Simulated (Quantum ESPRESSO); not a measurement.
## Ga8P7As (one run as intended and one with a planted mistake)

Computed values, not a measurement. The program is pw.x of Quantum ESPRESSO 7.5 (plane-wave density functional theory). The cell is made up: 16 atoms on a doubled zincblende/diamond lattice, with randomly drawn elements, strain and displacements, not relaxed. PseudoDojo standard norm-conserving files (v0.5 for PBE, v0.4.1 for LDA and PBEsol) set the functional; there is no spin polarisation, spin-orbit coupling or dispersion term, and the masses in the input are unused placeholders.

Intended input:

```
&control calculation='scf', pseudo_dir='./dojo.nc.sr.pbe.v0_5.standard.upf', outdir='./o', disk_io='low', tprnfor=.true., tstress=.true. /
&system ibrav=0, nat=16, ntyp=3, nbnd=83, ecutwfc=84.00895049, nosym=.true., tot_charge=0,
 occupations='smearing', smearing='fd', degauss=0.0018374661
/
&electrons conv_thr=7.350e-09, electron_maxstep=60, /
ATOMIC_SPECIES
As 1.0 As.upf
Ga 1.0 Ga.upf
P 1.0 P.upf
CELL_PARAMETERS angstrom
5.795 -0.0373 0.0032
-0.0373 5.6724 -0.0571
0.0065 -0.1141 11.5154
ATOMIC_POSITIONS angstrom
Ga 0.0115 0.0428 0.0003
Ga -0.0361 2.8116 2.891
Ga 2.887 -0.0531 2.875
Ga 2.9085 2.8596 -0.0111
Ga -0.0231 -0.0815 5.7473
Ga 0.0137 2.7612 8.597
Ga 2.9011 -0.1118 8.6386
Ga 2.8865 2.7921 5.7455
P 1.4261 1.3857 1.4136
P 1.3983 4.1818 4.3109
As 4.3428 1.3071 4.3253
P 4.3412 4.2219 1.3924
P 1.4416 1.349 7.1619
P 1.4462 4.1301 10.0043
P 4.332 1.3058 10.0874
P 4.3157 4.1528 7.1322
K_POINTS automatic
4 4 2 1 1 1
```

The log is shortened where brackets say so; the opening notice, blank lines, dates and the lines on written files are dropped, and the path of the files is cut. It prints rydbergs, bohrs and kilobars, and counts compression as positive stress. Where no state is partly filled, the Fermi energy that it prints is only some level between the filled and the empty states on the mesh, and need not lie in the true gap.

Log of the intended run:

```
     Program PWSCF v.7.5
     Parallel version (MPI & OpenMP), running on       4 processor cores
     Number of MPI processes:                 4
     Threads/MPI process:                     1
     [start-up lines left out]
     bravais-lattice index     =            0
     lattice parameter (alat)  =      10.9512  a.u.
     unit-cell volume          =    2554.0777 (a.u.)^3
     number of atoms/cell      =           16
     number of atomic types    =            3
     number of electrons       =       154.00
     number of Kohn-Sham states=           83
     kinetic-energy cutoff     =      84.0090  Ry
     charge density cutoff     =     336.0358  Ry
     scf convergence threshold =      7.3E-09
     mixing beta               =       0.7000
     number of iterations used =            8  plain     mixing
     Exchange-correlation= PBE
                           (   1   4   3   4   0   0   0)
     [axes and pseudopotential details left out]
   Cartesian axes
     site n.     atom                  positions (alat units)
         1        Ga     tau(   1) = (   0.0019844   0.0073855   0.0000518  )
         2        Ga     tau(   2) = (  -0.0062294   0.4851668   0.4988679  )
         3        Ga     tau(   3) = (   0.4981777  -0.0091629   0.4961070  )
         4        Ga     tau(   4) = (   0.5018877   0.4934496  -0.0019154  )
         5        Ga     tau(   5) = (  -0.0039861  -0.0140636   0.9917481  )
         6        Ga     tau(   6) = (   0.0023641   0.4764698   1.4834893  )
         7        Ga     tau(   7) = (   0.5006108  -0.0192921   1.4906678  )
         8        Ga     tau(   8) = (   0.4980914   0.4818019   0.9914375  )
         9        P      tau(   9) = (   0.2460863   0.2391149   0.2439293  )
        10        P      tau(  10) = (   0.2412892   0.7216070   0.7438844  )
        11        As     tau(  11) = (   0.7493890   0.2255518   0.7463692  )
        12        P      tau(  12) = (   0.7491129   0.7285266   0.2402711  )
        13        P      tau(  13) = (   0.2487610   0.2327820   1.2358500  )
        14        P      tau(  14) = (   0.2495548   0.7126857   1.7263315  )
        15        P      tau(  15) = (   0.7475254   0.2253275   1.7406712  )
        16        P      tau(  16) = (   0.7447127   0.7166028   1.2307250  )
     number of k points=    16  Fermi-Dirac smearing, width (Ry)=  0.0018
                       cart. coord. in units 2pi/alat
        k(    1) = (   0.1257680   0.1298101   0.1270276), wk =   0.1250000
        k(    2) = (   0.1258907   0.1272777  -0.1246223), wk =   0.1250000
     [further k points left out]
     Dense  grid:   265567 G-vectors     FFT dimensions: (  64,  64, 128)
     Estimated max dynamical RAM per process >     693.15 MB
     Estimated total dynamical RAM >       2.52 GB
     Initial potential from superposition of free atoms
     starting charge     153.9774, renormalised to     154.0000
     Starting wfcs are  109 randomized atomic wfcs
     total cpu time spent up to now is       12.2 secs
     per-process dynamical memory:   474.4 Mb
     Self-consistent Calculation
     iteration #  1     ecut=    84.01 Ry     beta= 0.70
     Davidson diagonalization with overlap
     ethr =  1.00E-02,  avg # of iterations =  3.1
     Threshold (ethr) on eigenvalues was too large:
     Diagonalizing with lowered threshold
     Davidson diagonalization with overlap
     ethr =  3.41E-04,  avg # of iterations =  2.6
     total cpu time spent up to now is       56.9 secs
     total energy              =   -1532.89691785 Ry
     estimated scf accuracy    <       0.53491049 Ry
     iteration #  2     ecut=    84.01 Ry     beta= 0.70
     Davidson diagonalization with overlap
     ethr =  3.47E-04,  avg # of iterations =  3.6
     total cpu time spent up to now is       79.6 secs
     total energy              =   -1533.01917650 Ry
     estimated scf accuracy    <       0.17620611 Ry
     [iterations 3 to 11 left out]
     iteration # 12     ecut=    84.01 Ry     beta= 0.70
     Davidson diagonalization with overlap
     ethr =  9.14E-11,  avg # of iterations =  2.0
     total cpu time spent up to now is      310.1 secs
     total energy              =   -1533.05700701 Ry
     estimated scf accuracy    <       0.00000002 Ry
     iteration # 13     ecut=    84.01 Ry     beta= 0.70
     Davidson diagonalization with overlap
     ethr =  1.27E-11,  avg # of iterations =  4.0
     total cpu time spent up to now is      333.9 secs
     End of self-consistent calculation
     [lines on levels left out]
     the Fermi energy is     6.5715 ev
!    total energy              =   -1533.05700702 Ry
     estimated scf accuracy    <          5.0E-10 Ry
     smearing contrib. (-TS)   =      -0.00000000 Ry
     internal energy E=F+TS    =   -1533.05700702 Ry
     The total energy is F=E-TS. E is the sum of the following terms:
     one-electron contribution =    -838.87219956 Ry
     hartree contribution      =     526.41711123 Ry
     xc contribution           =    -410.56539419 Ry
     ewald contribution        =    -810.03652450 Ry
     convergence has been achieved in  13 iterations
     Forces acting on atoms (cartesian axes, Ry/au):
     atom    1 type  2   force =    -0.00355149   -0.01030243   -0.01007032
     atom    2 type  2   force =     0.01192857    0.00340863   -0.02086038
     atom    3 type  2   force =    -0.01712596   -0.01470685   -0.01387042
     atom    4 type  2   force =    -0.00947259   -0.01025121   -0.00417437
     atom    5 type  2   force =     0.01773174   -0.00704569    0.01728467
     atom    6 type  2   force =    -0.00992467   -0.00750048   -0.00172988
     atom    7 type  2   force =    -0.00051877    0.00609660   -0.00364591
     atom    8 type  2   force =    -0.01581334   -0.00297853    0.00392114
     atom    9 type  3   force =     0.01036551    0.01326969    0.01038751
     atom   10 type  3   force =     0.01022773    0.00569715   -0.00860129
     atom   11 type  1   force =    -0.00729344    0.01380239   -0.00114528
     atom   12 type  3   force =     0.00041368    0.00310257    0.00829899
     atom   13 type  3   force =     0.00135022   -0.00657622    0.00513002
     atom   14 type  3   force =    -0.00211461    0.01018267    0.01293920
     atom   15 type  3   force =     0.00719919   -0.00031226   -0.00851386
     atom   16 type  3   force =     0.00659823    0.00411398    0.01465019
     Total force =     0.067392     Total SCF correction =     0.000074
     Computing stress (Cartesian axis) and pressure
          total   stress  (Ry/bohr**3)                   (kbar)     P=      -61.02
  -0.00045787   0.00005668   0.00001496          -67.36        8.34        2.20
   0.00005668  -0.00036033   0.00007731            8.34      -53.01       11.37
   0.00001496   0.00007731  -0.00042629            2.20       11.37      -62.71
     init_run     :     11.54s CPU     12.14s WALL (       1 calls)
     electrons    :    316.20s CPU    321.75s WALL (       1 calls)
     forces       :      4.77s CPU      4.89s WALL (       1 calls)
     stress       :     14.75s CPU     15.12s WALL (       1 calls)
     [timing details left out]
     PWSCF        :   5m47.42s CPU   5m54.25s WALL
     JOB DONE.
```

A second run has one planted mistake: the smearing is too wide. The input lines that differ, file-writing options aside:

```
- &system ibrav=0, nat=16, ntyp=3, nbnd=83, ecutwfc=84.00895049, nosym=.true., tot_charge=0,
+ &system ibrav=0, nat=16, ntyp=3, nbnd=101, ecutwfc=84.00895049, nosym=.true., tot_charge=0,
-  occupations='smearing', smearing='fd', degauss=0.0018374661
+  occupations='smearing', smearing='fd', degauss=0.0235195662
```

Its log:

```
     Program PWSCF v.7.5
     Parallel version (MPI & OpenMP), running on       4 processor cores
     Number of MPI processes:                 4
     Threads/MPI process:                     1
     [start-up lines left out]
     bravais-lattice index     =            0
     lattice parameter (alat)  =      10.9512  a.u.
     unit-cell volume          =    2554.0777 (a.u.)^3
     number of atoms/cell      =           16
     number of atomic types    =            3
     number of electrons       =       154.00
     number of Kohn-Sham states=          101
     kinetic-energy cutoff     =      84.0090  Ry
     charge density cutoff     =     336.0358  Ry
     scf convergence threshold =      7.3E-09
     mixing beta               =       0.7000
     number of iterations used =            8  plain     mixing
     Exchange-correlation= PBE
                           (   1   4   3   4   0   0   0)
     [axes and pseudopotential details left out]
   Cartesian axes
     site n.     atom                  positions (alat units)
         1        Ga     tau(   1) = (   0.0019844   0.0073855   0.0000518  )
         2        Ga     tau(   2) = (  -0.0062294   0.4851668   0.4988679  )
         3        Ga     tau(   3) = (   0.4981777  -0.0091629   0.4961070  )
         4        Ga     tau(   4) = (   0.5018877   0.4934496  -0.0019154  )
         5        Ga     tau(   5) = (  -0.0039861  -0.0140636   0.9917481  )
         6        Ga     tau(   6) = (   0.0023641   0.4764698   1.4834893  )
         7        Ga     tau(   7) = (   0.5006108  -0.0192921   1.4906678  )
         8        Ga     tau(   8) = (   0.4980914   0.4818019   0.9914375  )
         9        P      tau(   9) = (   0.2460863   0.2391149   0.2439293  )
        10        P      tau(  10) = (   0.2412892   0.7216070   0.7438844  )
        11        As     tau(  11) = (   0.7493890   0.2255518   0.7463692  )
        12        P      tau(  12) = (   0.7491129   0.7285266   0.2402711  )
        13        P      tau(  13) = (   0.2487610   0.2327820   1.2358500  )
        14        P      tau(  14) = (   0.2495548   0.7126857   1.7263315  )
        15        P      tau(  15) = (   0.7475254   0.2253275   1.7406712  )
        16        P      tau(  16) = (   0.7447127   0.7166028   1.2307250  )
     number of k points=    16  Fermi-Dirac smearing, width (Ry)=  0.0235
                       cart. coord. in units 2pi/alat
        k(    1) = (   0.1257680   0.1298101   0.1270276), wk =   0.1250000
        k(    2) = (   0.1258907   0.1272777  -0.1246223), wk =   0.1250000
     [further k points left out]
     Dense  grid:   265567 G-vectors     FFT dimensions: (  64,  64, 128)
     Estimated max dynamical RAM per process >     775.93 MB
     Estimated total dynamical RAM >       2.84 GB
     Initial potential from superposition of free atoms
     starting charge     153.9774, renormalised to     154.0000
     Starting wfcs are  109 randomized atomic wfcs
     total cpu time spent up to now is       12.9 secs
     per-process dynamical memory:   521.1 Mb
     Self-consistent Calculation
     iteration #  1     ecut=    84.01 Ry     beta= 0.70
     Davidson diagonalization with overlap
     ethr =  1.00E-02,  avg # of iterations =  4.1
     Threshold (ethr) on eigenvalues was too large:
     Diagonalizing with lowered threshold
     Davidson diagonalization with overlap
     ethr =  3.35E-04,  avg # of iterations =  3.1
     total cpu time spent up to now is       76.6 secs
     total energy              =   -1532.91524811 Ry
     estimated scf accuracy    <       0.51914335 Ry
     iteration #  2     ecut=    84.01 Ry     beta= 0.70
     Davidson diagonalization with overlap
     ethr =  3.37E-04,  avg # of iterations =  3.6
     total cpu time spent up to now is      106.6 secs
     total energy              =   -1533.01692484 Ry
     estimated scf accuracy    <       0.19264208 Ry
     [iterations 3 to 10 left out]
     iteration # 11     ecut=    84.01 Ry     beta= 0.70
     Davidson diagonalization with overlap
     ethr =  7.07E-11,  avg # of iterations =  3.1
     total cpu time spent up to now is      368.1 secs
     total energy              =   -1533.06463550 Ry
     estimated scf accuracy    <       0.00000001 Ry
     iteration # 12     ecut=    84.01 Ry     beta= 0.70
     Davidson diagonalization with overlap
     ethr =  8.97E-12,  avg # of iterations =  3.0
     total cpu time spent up to now is      396.2 secs
     End of self-consistent calculation
     [lines on levels left out]
     the Fermi energy is     6.6598 ev
!    total energy              =   -1533.06463550 Ry
     estimated scf accuracy    <          2.5E-09 Ry
     smearing contrib. (-TS)   =      -0.03411857 Ry
     internal energy E=F+TS    =   -1533.03051692 Ry
     The total energy is F=E-TS. E is the sum of the following terms:
     one-electron contribution =    -838.84920687 Ry
     hartree contribution      =     526.41009653 Ry
     xc contribution           =    -410.55488209 Ry
     ewald contribution        =    -810.03652450 Ry
     convergence has been achieved in  12 iterations
     Forces acting on atoms (cartesian axes, Ry/au):
     atom    1 type  2   force =    -0.00380883   -0.01019181   -0.00997160
     atom    2 type  2   force =     0.01167932    0.00390964   -0.02093565
     atom    3 type  2   force =    -0.01734418   -0.01471866   -0.01404773
     atom    4 type  2   force =    -0.00960673   -0.00980543   -0.00416003
     atom    5 type  2   force =     0.01746429   -0.00716322    0.01710200
     atom    6 type  2   force =    -0.01008620   -0.00708097   -0.00179795
     atom    7 type  2   force =    -0.00069528    0.00603469   -0.00369734
     atom    8 type  2   force =    -0.01598062   -0.00242824    0.00387878
     atom    9 type  3   force =     0.01042712    0.01294343    0.01031103
     atom   10 type  3   force =     0.01027005    0.00545400   -0.00813179
     atom   11 type  1   force =    -0.00685377    0.01336266   -0.00087178
     atom   12 type  3   force =     0.00080071    0.00297604    0.00824916
     atom   13 type  3   force =     0.00157298   -0.00660197    0.00503486
     atom   14 type  3   force =    -0.00181888    0.00984533    0.01281753
     atom   15 type  3   force =     0.00725080   -0.00041740   -0.00828020
     atom   16 type  3   force =     0.00672922    0.00388192    0.01450072
     Total force =     0.066894     Total SCF correction =     0.000203
     Computing stress (Cartesian axis) and pressure
          total   stress  (Ry/bohr**3)                   (kbar)     P=      -58.72
  -0.00043958   0.00005534   0.00001638          -64.66        8.14        2.41
   0.00005534  -0.00034806   0.00007469            8.14      -51.20       10.99
   0.00001638   0.00007469  -0.00040992            2.41       10.99      -60.30
     init_run     :     12.23s CPU     12.67s WALL (       1 calls)
     electrons    :    376.82s CPU    383.47s WALL (       1 calls)
     forces       :      5.41s CPU      5.53s WALL (       1 calls)
     stress       :     16.69s CPU     17.09s WALL (       1 calls)
     [timing details left out]
     PWSCF        :   6m51.45s CPU   6m59.25s WALL
     JOB DONE.
```

```
                                            intended run  run with the mistake
                          free energy (eV)    -20858.303            -20858.407
                    smearing term -TS (eV)        0.0000               -0.4642
                            pressure (GPa)         -6.10                 -5.87
            largest force component (eV/Å)         0.536                 0.538
largest change of a force component (eV/Å)                               0.014
                                iterations            13                    12
```

For scale, a rerun of the intended cell at a cutoff of 1437 eV and k mesh 6 x 6 x 4 moved values by no more than 0.023 eV in energy, 0.02 GPa in stress and 0.002 eV/Å in force. The number of bands, nbnd, was set by rule from the electron count and the smearing, so it follows the mistake.